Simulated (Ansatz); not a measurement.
# LiTaO2: which magnetic state is lowest?

All numbers below come from Ansatz, DFT r2SCAN, scalar-relativistic, plane waves, PAW.

```xyz
4
Lattice="1.4361 0.8291 5.4243 -1.4361 0.8291 5.4243 0.0000 -1.6583 5.4243" Properties=species:S:1:pos:R:3 pbc="T T T"
Li    0.0000    0.0000    0.0000
Ta    0.0000    0.0000    8.1364
O     0.0000    0.0000    4.1228
O     0.0000    0.0000   12.1500
```

The plane-wave cutoff is 500 eV. The Γ-centred k-mesh is 18×18×18. The occupation rule is Gaussian smearing, 0.1 eV. The list of starting moments (μB, in atom order) is 0 2.5 0 0 and the check for lower electronic states after the SCF is off.

All runs keep this geometry, which isn't relaxed for the lowest state (largest force there 0.211 eV/Å, pressure -5.4 GPa) and needn't be a stable compound; relaxing each order can shift differences of a few meV. Site moments are spin moments in atom-centred spheres that scale with the neighbour distance. The states are those that the runs reached from these starts; a lower one can exist. No antiferromagnetic start is among these.

Question: Starts tried: no spin; large parallel starting moments. Which state comes out lowest, and what are the moments?

Answer: All starts lose their moments; the cell is non-magnetic at this level.

```csv
start,ends,energy above lowest (meV/atom),site moments (μB),gap on mesh (eV),P (GPa)
no spin,non-magnetic,0.00,none over 0.05,metal,-5.4
large parallel starting moments,non-magnetic,0.00,none over 0.05,metal,-5.4
```

Cost: 2 runs of about 4.5 core-minutes in all, on Intel Xeon Processor @ 2.70GHz (shared hosts).